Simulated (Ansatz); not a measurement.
# Te (begun as hcp type, now distorted hcp) under strong compression

```yaml
crystal:
  lattice:
    - [3.93888, 0.00000, 0.00000]
    - [-1.96944, 3.41117, 0.00000]
    - [0.00000, 0.00000, 4.38984]
  atoms:
    - { symbol: Te, position: [0.33333, 0.66667, 0.25000] }
    - { symbol: Te, position: [0.66667, 0.33333, 0.75000] }
```

The cell comes from a relaxation on PAW files under the same functional, begun from a prototype that needn't be the stable phase.

The start type wasn't kept: the relaxed cell is distorted hcp.

Its volume is scaled, and at each volume shape and atoms are relaxed on PAW files; all methods then take that cell.

All numbers are PBEsol results (scalar-relativistic) from Ansatz 0.2.0, with a Γ-centred 14×14×8 k mesh, Fermi–Dirac smearing of 0.08 eV, no spin polarisation. Methods: LAPW: all electrons, basis error target 1 meV/atom; PAW: frozen-core files, cutoff 420 eV; crystal datasets: all electrons, by PAW datasets that the program makes for each cell; norm-conserving: pseudopotentials, cutoff 1120 eV; PAW (partial waves polarizable): frozen-core files, cutoff 420 eV.

Energies are extrapolated to zero smearing and count from the unscaled cell; pressure is positive in compression; gaps take the mesh and a band path. No temperature or zero-point motion is included.

Spin–orbit coupling is left out, which matters for the heavy atoms. The PAW files were made under PBE.

| V/V0 | V (Å³/atom) | P LAPW (GPa) | ΔE LAPW (eV/atom) | P PAW − LAPW (GPa) | ΔE PAW − LAPW (meV/atom) | space group | shortest distance (Å) |
| --- | --- | --- | --- | --- | --- | --- | --- |
| 1.00 | 29.49 | 0.05 | 0.000 | -0.02 | 0.0 | P6_3/mmc | 3.161 |
| 0.92 | 27.13 | 4.33 | 0.031 | -0.02 | -0.1 | P6_3/mmc | ? |
| 0.84 | 24.77 | 10.38 | 0.139 | -0.03 | -0.4 | P6_3/mmc | 3.053 |
| 0.76 | 22.41 | 19.47 | 0.346 | -0.03 | -0.7 | P6_3/mmc | 3.033 |
| 0.68 | 20.05 | 38.0 | 0.754 | -0.04 | -1.1 | P6_3/mmc | 2.969 |
| 0.60 | 17.69 | 71.9 | 1.539 | -0.03 | -1.6 | P6_3/mmc | 2.863 |
| 0.52 | 15.34 | 133.3 | 3.005 | -0.01 | -1.9 | P6_3/mmc | 2.748 |
| 0.45 | 13.27 | 232.6 | 5.295 | 0.03 | -1.8 | P6_3/mmc | 2.630 |

Task: What belongs in the row "0.92", column "shortest distance (Å)"?

Result: 3.100.

Task: From the table, what is the rise of the enthalpy H = E + pV up to the last row, and how stiff is the crystal between the last two rows?

Result: ΔH = 5.295 eV + (232.6 GPa × 13.27 Å³ − 0.05 GPa × 29.49 Å³) × 0.006242 eV/(GPa·Å³) = 24.55 eV/atom, of which pV makes 78 %. The mean bulk modulus there is −ΔP/Δln V = 687 GPa.

Task: At the smallest volume, how far do crystal datasets and norm-conserving and PAW (partial waves polarizable) lie from LAPW in pressure?

Result: crystal datasets: 0.00 GPa; norm-conserving: -1.16 GPa; PAW (partial waves polarizable): +0.03 GPa, on a LAPW pressure of 232.6 GPa.
